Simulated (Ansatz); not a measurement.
**TiO₂ under strain: 47Ti nuclear quadrupole resonance**

Cell: an entry of the Crystallography Open Database (COD), relaxed with PBE at fixed cell and then changed (z stretched by 2 %, ions relaxed).

```cif
data_structure
_symmetry_space_group_name_H-M 'P 1'
_symmetry_Int_Tables_number 1
_cell_length_a 5.1450
_cell_length_b 9.1850
_cell_length_c 5.5559
_cell_angle_alpha 90.000
_cell_angle_beta 90.000
_cell_angle_gamma 90.000
_cell_volume 262.56
loop_
_atom_site_label
_atom_site_type_symbol
_atom_site_fract_x
_atom_site_fract_y
_atom_site_fract_z
_atom_site_occupancy
Ti1 Ti 0.13798 0.12898 0.90809 1
Ti2 Ti 0.63798 0.37102 0.09191 1
Ti3 Ti 0.86202 0.62898 0.59191 1
Ti4 Ti 0.36202 0.87102 0.40809 1
Ti5 Ti 0.86202 0.87102 0.09191 1
Ti6 Ti 0.36202 0.62898 0.90809 1
Ti7 Ti 0.13798 0.37102 0.40809 1
Ti8 Ti 0.63798 0.12898 0.59191 1
O9 O 0.46436 0.23026 0.89117 1
O10 O 0.96436 0.26974 0.10883 1
O11 O 0.53564 0.73026 0.60883 1
O12 O 0.03564 0.76974 0.39117 1
O13 O 0.53564 0.76974 0.10883 1
O14 O 0.03564 0.73026 0.89117 1
O15 O 0.46436 0.26974 0.39117 1
O16 O 0.96436 0.23026 0.60883 1
O17 O 0.81551 0.00987 0.85264 1
O18 O 0.31551 0.49013 0.14736 1
O19 O 0.18449 0.50987 0.64736 1
O20 O 0.68449 0.99013 0.35264 1
O21 O 0.18449 0.99013 0.14736 1
O22 O 0.68449 0.50987 0.85264 1
O23 O 0.81551 0.49013 0.35264 1
O24 O 0.31551 0.00987 0.64736 1
```

Atom numbers follow the list; atoms alike are taken as one site, whose name carries the number of the first.

The numbers come from a DFT calculation in Ansatz (PBE, plane waves and PAW, scalar-relativistic, 420 eV cutoff, Γ-centred 5×3×5 k-points, Fermi–Dirac smearing 0.02 eV).

47Ti: I = 5/2, Q = 302.0 mb (year-2017 value). Static lattice, zero field.

Question: At which frequencies do the 47Ti NQR lines lie?

Answer: For I = 5/2 and η = 0 the lines are 3|C_Q|/20 and twice that; η pulls their ratio below 2.

```tsv
site	atoms	V_zz (10²¹ V/m²)	C_Q (MHz)	η	line frequencies (MHz)
Ti	1, 2, 3, 4, 5, 6, …	-2.34	-17.1	0.64	3.53, 4.80
```

Question: And for ⁴⁹Ti (I = 7/2, Q = 247.0 mb) on Ti?

Answer: C_Q scales with Q to -14.0 MHz, with lines at 1.82, 1.94, 2.86, 3.76 MHz.
